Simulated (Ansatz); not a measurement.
A metal film that reacts with Si consumes substrate; on a shallow junction the depth consumed per thickness of contact matters as much as the driving force.

The yardstick is NiSi2. 10 nm of metal is deposited and fully reacted. All products have no gap at this level.

Where the numbers come from (Ansatz, a plane-wave PAW program, with an older set of its potentials): volume per atom: r²SCAN, relaxed cell; metal volume, Si volume: r²SCAN, the element in its room-temperature structure; ΔH_f: r²SCAN, 0 K, against the elements in the same set-up, no fitted corrections.

Not checked to be the ambient phase: HfSi (Pnma, oP8). No claim is made that these are known or stable phases: TaSi2 (P6₄22, hP9). Run without spin polarisation: NiSi2, Ni3Si. Spin–orbit coupling is left out unless named. No other phase of the formula is at hand at the same level beside HfSi (Pnma, oP8). ΔH_f counts from the lowest computed solid of each element: Hf (P6_3/mmc), Ni (Fm-3m, ferromagnetic), Si (Fd-3m), Ta (Im-3m).

```tsv
crystal	Si atoms per metal atom	V (Å³/atom)	V of the metal (Å³/atom)	V of Si (Å³/atom)	ΔH_f (eV/atom)
NiSi2 (Fm-3m), reference	2.000	13.03	10.54	20.17	−0.346
HfSi (Pnma, oP8)	1.000	16.92	22.35	20.17	−0.856
TaSi2 (P6₄22, hP9)	2.000	14.42	18.05	20.17	−0.456
Ni3Si (Cu3Au type)	0.333	10.41	10.54	20.17	−0.434
```

Working rules: Si consumed = metal thickness × y × V(Si)/V(metal); product = metal thickness × (1 + y) × V/V(metal); ratio = consumed/product; volume change = product/(metal + consumed) − 1.

From the table, find Si consumed, product thickness, Si consumed per nm of product and volume change for HfSi (Pnma, oP8).


- Si consumed: 10 × 1.000 × 20.17/22.35 = 9.02 nm
- product thickness: 10 × (1 + 1.000) × 16.92/22.35 = 15.14 nm
- Si consumed per nm of product: 9.02/15.14 = 0.60
- volume change: 100 × (15.14/(10 + 9.02) − 1) = −20 %

Put the candidates in order of Si consumed per nm of product, lowest first.

The same steps for every row:

```tsv
crystal	Si consumed (nm)	product thickness (nm)	consumed per nm of product	volume change (%)
NiSi2 (Fm-3m), reference	38.27	37.09	1.03	−23
HfSi (Pnma, oP8)	9.02	15.14	0.60	−20
TaSi2 (P6₄22, hP9)	22.35	23.97	0.93	−26
Ni3Si (Cu3Au type)	6.37	13.17	0.48	−20
```

In order of Si consumed per nm of product, lowest first: Ni3Si (0.48 ± 0.015), HfSi (Pnma, oP8) (0.60 ± 0.019), TaSi2 (P6₄22, hP9) (0.93 ± 0.029), NiSi2 (1.03 ± 0.033). The ± follows from allowances picked for this note (volume per atom 1 %, 3 % for the model), carried to first order and added in quadrature; ≈ joins neighbours closer than their two ± added in quadrature. 3 of the 3 others clearly beat the reference on this figure.

Which phase forms first is kinetic; barrier heights, resistivities and agglomeration are not treated. Phases over 50 meV/atom above the lowest one at hand were not drawn (by r²SCAN where it compared them, else by the largest value; a layered or molecular lowest phase counts only with a dispersion term); other phases could lie lower still. The rows are a sample and no shortlist: familiar crystals first, some related and some not, whatever their agreement with measurement; tables with many equal figures were not kept. Limits of the draw: ΔH_f under −0.03 eV/atom; for ΔH_f, runs without a dispersion term, no Mn, and elements whose lowest cell is their usual one. As a rule kept out of such tables: 4f compounds, open-shell compounds run without a Hubbard term, cells found unstable in the tests at hand, cells close to a higher symmetry, and runs set to a pressure or over 12 % in volume from the crystal's fullest run.
